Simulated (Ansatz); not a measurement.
WSe2:
```yaml
crystal:
  lattice:
    - [3.30260, 0.00000, 0.00000]
    - [-1.65130, 2.86014, 0.00000]
    - [0.00000, 0.00000, 13.22737]
  atoms:
    - { symbol: W, position: [0.33333, 0.66667, 0.25000] }
    - { symbol: W, position: [0.66667, 0.33333, 0.75000] }
    - { symbol: Se, position: [0.33333, 0.66667, 0.62423] }
    - { symbol: Se, position: [0.66667, 0.33333, 0.12423] }
    - { symbol: Se, position: [0.66667, 0.33333, 0.37577] }
    - { symbol: Se, position: [0.33333, 0.66667, 0.87577] }
```

DFT-r²SCAN+D4 in the program Ansatz with PAW potentials gives a gap of 1.17 eV without spin–orbit coupling, maximum at Γ, minimum on the K–Γ line, 46 % of the way from K.

What happens when spin–orbit coupling is switched on?

The gap shrinks by 0.08 eV, to 1.09 eV; maximum at Γ, minimum on the K–Γ line, 45 % of the way from K.

Give the electron effective mass with spin–orbit coupling.

0.46, 0.52, 0.58 mₑ (principal values).

Give the hole effective mass with spin–orbit coupling.

0.76, 0.76, 0.92 mₑ (principal values).

Space group P6_3/mmc. The r²SCAN+D4 relaxation kept the symmetry of its start; of distortions, only those at the zone centre were tested. The run is not spin-polarised.

Potentials: the later of the program's two PAW sets.
